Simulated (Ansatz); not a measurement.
## Relaxing cobalt (dhcp)

The calculation used Ansatz 0.2.0, DFT, m-r2SCAN, plane waves (500 eV) with PAW, scalar-relativistic. (PAW data from PBE, frozen cores regenerated.)

k-point mesh 14×14×4, Fermi-Dirac smearing 0.05 eV, starting moments 1.70 ×4 μB. Cell and atoms relax.

Starting structure:

```yaml
crystal:
  lattice:
    - [2.50188, 0.00000, 0.00000]
    - [-1.25094, 2.16670, 0.00000]
    - [0.00000, 0.00000, 8.17115]
  atoms:
    - { symbol: Co, position: [0.00000, 0.00000, 0.00000] }
    - { symbol: Co, position: [0.00000, 0.00000, 0.50000] }
    - { symbol: Co, position: [0.33333, 0.66667, 0.25000] }
    - { symbol: Co, position: [0.66667, 0.33333, 0.75000] }
```

Question: What cell does the relaxation end in?

Answer: P6_3/mmc (spin ignored) with a = 2.459 Å, c = 7.970 Å (c/a = 3.242); 10.43 Å³ per atom against 11.07 at the start (-5.8 %).

Question: How much energy does the relaxation gain?

Answer: 26.5 meV per atom.

Path of the relaxation (the plane waves are chosen anew near the end, which can shift the energy a little):

| step | E − E(final) (meV/atom) | V (Å³/atom) | P (GPa) | max force (eV/Å) |
| --- | --- | --- | --- | --- |
| 0 | 26.45 | 11.074 | -12.07 | 0.000 |
| 1 | 5.39 | 10.714 | -5.97 | 0.000 |
| 2 | -0.25 | 10.384 | 1.13 | 0.000 |
| 3 | -0.39 | 10.435 | -0.08 | 0.000 |
| 4 | -0.39 | 10.432 | 0.00 | 0.000 |
| 5 | 0.00 | 10.432 | -0.05 | 0.000 |
| 6 | 0.00 | 10.429 | 0.00 | 0.000 |
| 7 | 0.00 | 10.429 | 0.00 | 0.000 |

Question: Which magnetic state does it end in?

Answer: ferromagnetic, net 1.57 μB per atom; moments 1.64 ×2, 1.62 ×2 μB.

m-r²SCAN is r²SCAN on the gauge-invariant kinetic-energy density; without spin polarisation the two are equal.
